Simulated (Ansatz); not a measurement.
Values for one crystal, relaxed and computed with LDA in the plane-wave PAW code Ansatz; other levels are named.

```yaml
volume_per_atom: 21.00 Å³
band_gap: 4.91 eV (indirect)
Formation energy from the elements (no fitted shifts): -1.56 eV/atom
zero_point_energy: 42.9 meV/atom
Pressure derivative B′: 12.0
electron_effective_mass: 0.66, 0.84, 1.3 mₑ (principal values)
debye_temperature_from_the_elastic_constants: 270 K
```

Problem. Pick the material that matches.
A) AlN, wurtzite
B) AlCl3, C2/m (Al on 4g, Cl on 4i, Cl on 8j)
C) HfCl4, P2/c (Hf on 2f, Cl on 4g, Cl on 4g)
D) AlP, zinc blende

Solution. B, AlCl3, C2/m (Al on 4g, Cl on 4i, Cl on 8j)

The workflow started from a Materials Project entry (that database holds measured and hypothetical structures alike); the Crystallography Open Database files this formula in space group No. 12, but the cells were not matched. Whether it is the stable phase at ambient conditions was not checked. The cell was relaxed with LDA under the symmetry of its start; phonons on a q-mesh show no instability. A crystal of weakly bound layers computed without a dispersion correction: the cell and the soft elastic constants depend strongly on that. The references are the lowest solids computed at this level, not always the standard phases (solids in place of the gases).

Potentials: the earlier of the program's two PAW sets.
